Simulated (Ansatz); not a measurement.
This Al₃Ge₂Ru structure is the end of a relaxation. The cell was found from a structure generator's guess, not taken from experiment.

Computed with DFT PBE, scalar-relativistic, plane waves, PAW (Ansatz). Cutoff 420 eV, Γ-centred mesh, Gaussian smearing, no spin polarisation.

```
CELL_PARAMETERS angstrom
3.86013 0.00000 0.00000
0.00000 3.86013 0.00000
0.00000 0.00000 6.78497
ATOMIC_POSITIONS crystal
Al 0.50000 0.50000 0.37204
Al 0.50000 0.00000 0.03870
Al 0.00000 0.50000 0.03870
Ge 0.00000 0.00000 0.64081
Ge 0.50000 0.50000 0.76089
Ru 0.00000 0.00000 0.27127
```

The zero of energy is the elements' standard structures at the same level; no fitted shifts are applied.

(1) What space group does it have?

(2) What is its formation energy per atom?

(3) Is it a metal?

Answers

(1) P4mm (No. 99). Conventional cell: a = 3.860 Å, c = 6.785 Å. Al on a site of symmetry 4mm is surrounded by 1 Ge at 2.64 Å, 4 Ru at 2.81 Å, 4 Al at 2.97 Å and 4 Ge at 3.28 Å; around Al on a site of symmetry 2mm lie 2 Ru at 2.49 Å, 2 Ge at 2.70 Å, 4 Al at 2.73 Å, 2 Al at 2.97 Å and 2 Ge at 3.32 Å; around Ge on its first site lie 1 Ru at 2.51 Å, 4 Ge at 2.85 Å and 8 Al at 3.28–3.32 Å; Ru has 4 Al at 2.49 Å, 1 Ge at 2.51 Å and 4 Al at 2.81 Å; 1 more site not described.

(2) −0.14 eV/atom. A negative formation energy is needed for stability but isn't enough: competing phases decide.

(3) Yes, bands cross the Fermi level on the 10×10×6 mesh.

The last run used a 10×10×6 mesh (in the run's order of axes) for its 6-atom cell and Gaussian smearing of 0.10 eV. Symmetry constrained the relaxation, so the result can be a saddle point.
